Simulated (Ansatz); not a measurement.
## La2Ti3O9 — ⁴⁹Ti NMR of the central transition

Cell: a Materials Project structure (computed, not necessarily an observed phase).

```
CELL_PARAMETERS angstrom
-4.58301 4.58301 4.58301
4.58301 -4.58301 4.58301
4.58301 4.58301 -4.58301
ATOMIC_POSITIONS crystal
La 0.59657 0.00000 0.00000
La 0.40343 0.40343 0.40343
La 0.00000 0.59657 0.00000
La 0.00000 0.00000 0.59657
Ti 0.84461 0.50000 0.34461
Ti 0.65539 0.15539 0.50000
Ti 0.50000 0.65539 0.15539
Ti 0.50000 0.34461 0.84461
Ti 0.34461 0.84461 0.50000
Ti 0.15539 0.50000 0.65539
O 0.73952 0.34773 0.03410
O 0.60820 0.26048 0.29458
O 0.35854 0.00000 0.35854
O 0.64146 0.00000 0.64146
O 0.35854 0.35854 0.00000
O 0.64146 0.64146 0.00000
O 0.96590 0.31363 0.70542
O 0.68637 0.65228 0.39180
O 0.65228 0.39180 0.68637
O 0.34773 0.03410 0.73952
O 0.29458 0.60820 0.26048
O 0.70542 0.96590 0.31363
O 0.26048 0.29458 0.60820
O 0.00000 0.35854 0.35854
O 0.39180 0.68637 0.65228
O 0.03410 0.73952 0.34773
O 0.00000 0.64146 0.64146
O 0.31363 0.70542 0.96590
```

Atoms are numbered from 1 in the order listed; like atoms form one site, named after its first atom.

Method: Kohn–Sham DFT in Ansatz, PBE, plane waves and PAW, scalar-relativistic, 420 eV cutoff, Γ-centred 4×4×4 k-points, Fermi–Dirac smearing 0.02 eV.

⁴⁹Ti has I = 7/2 and Q = 247.0 mb (Pyykkö 2018); at 28.2 T its Larmor frequency is ν₀ = 67.8 MHz. Only the quadrupole interaction is simulated: positions count from each site's isotropic chemical shift, and J coupling is left out, as are shift anisotropy and dipolar coupling, which fast spinning averages.

Question: Simulate the second-order pattern (fast magic-angle spinning, Gaussian broadening 0.6 kHz) of site Ti (6 O at 1.93–2.05 Å).

Answer: The calculation gives C_Q = 14.0 MHz and η = 0.86, so ν_Q = 1.00 MHz and the centre of gravity lies at -136 ppm (-9.24 kHz).

(offset (kHz), height): (-21.82, 0), (-20.82, 4), (-19.83, 11), (-18.83, 19), (-17.83, 20), (-16.84, 22), (-15.84, 23), (-14.84, 25), (-13.85, 28), (-12.85, 31), (-11.85, 48), (-10.86, 100), (-9.86, 98), (-8.86, 90), (-7.87, 64), (-6.87, 53), (-5.88, 46), (-4.88, 41), (-3.88, 37), (-2.89, 34), (-1.89, 32), (-0.89, 30), (0.10, 10), (1.10, 0)

The largest force is 0.3 eV/Å, so the atoms aren't at the calculated equilibrium and relaxing them would move these values.

The run took 63 s of wall time (63 s of CPU time) and 0.9 GiB at its peak, on 1 thread of Intel Xeon Platinum 8488C (Sapphire Rapids) (x86_64; 48 cores open to the job, memory cap 2.5 GiB, no GPU), a shared host with a load of 0.7 a core.
